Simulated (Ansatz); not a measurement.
GaN:
```
GaN
1.0
    0.00000     2.24918     2.24918
    2.24918     0.00000     2.24918
    2.24918     2.24918     0.00000
Ga N
1 1
Direct
  0.00000   0.00000   0.00000
  0.25000   0.25000   0.25000
```

Relaxed with PBEsol. Special points in fractions of this cell's reciprocal vectors: Γ (0.000, 0.000, 0.000); X (0.500, 0.000, 0.500); U (0.625, 0.250, 0.625); K (0.375, 0.375, 0.750); L (0.500, 0.500, 0.500); W (0.500, 0.250, 0.750).

**Question.** List the band energies nearest the valence-band maximum at these points for the program Ansatz at the PBEsol level (PAW).

**Answer.** In eV from the valence-band maximum; about four levels below and three above (degenerate sets whole), none deeper than 8.9 eV; … stands for higher levels left out; points with the same levels are listed once.

```tsv
k	below	above
Γ	0.00 0.00 0.00	1.70 …
X	-6.20 -2.75 -2.75	3.22 6.59 …
U	-5.94 -4.34 -2.21	4.88 7.85 …
L	-7.14 -0.98 -0.98	4.59 8.65 …
W	-5.76 -3.77 -3.72	6.13 8.41 …
```

Space group F-43m (zinc blende). The PBEsol relaxation kept the symmetry of its start. Spin–orbit coupling is left out wherever it is not named.

Potentials: the earlier of the program's two PAW sets. The files were generated under PBE; for other functionals the program regenerates the frozen cores, and for LDA and PBEsol the local potential too.
